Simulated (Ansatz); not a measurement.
Si in space group Cmcm (No. 63; Si on 8f, Si on 8f, Si on 8f), plane-wave PAW r²SCAN (Ansatz code). The conduction-band minimum lies on the Γ–Y line, 77 % of the way from Γ, with 2 equivalent valleys. Second derivatives d²E/dk² of the lowest band at one valley (eV·Å²), along Cartesian directions:

| direction | d²E/dk² |
|---|---|
| [100] | 56.81 |
| [010] | 21.24 |
| [001] | 2.313 |
| [110] | 39.06 |
| [101] | 29.58 |
| [011] | 11.80 |

### Question
Find the principal effective masses, the density-of-states mass and the conductivity mass.

### Answer
Off-diagonal terms follow from H_xy = H[110] − (H_xx + H_yy)/2, and m*/mₑ = 7.620 eV·Å² over each eigenvalue: 0.13, 0.36, 3.3. One valley's DOS mass (m₁m₂m₃)^(1/3) = 0.54, conductivity mass 3/(Σ 1/mᵢ) = 0.28 mₑ.

### Question
What effective density of states Nc follows at 300 K for parabolic valleys?

### Answer
Nc = 2.509e19 × 2 × (0.54)^(3/2) ≈ 2.0e19 cm⁻³.

### Question
With the computed static dielectric constant 11.4 (mean of the diagonal), estimate a hydrogenic donor's binding energy and radius.

### Answer
E = 13.606 eV × 0.28/11.4² ≈ 29 meV; a = 0.529 Å × ε/m* ≈ 22 Å. Semilocal masses tend to be too small where the gap is.

The workflow started from a Materials Project entry (that database holds measured and hypothetical structures alike); the Crystallography Open Database copy checked does not list it. It is not the phase usual at ambient conditions (space group No. 227). The r²SCAN relaxation kept the symmetry of its start; phonons on a q-mesh show no instability.

Potentials: the earlier of the program's two PAW sets.
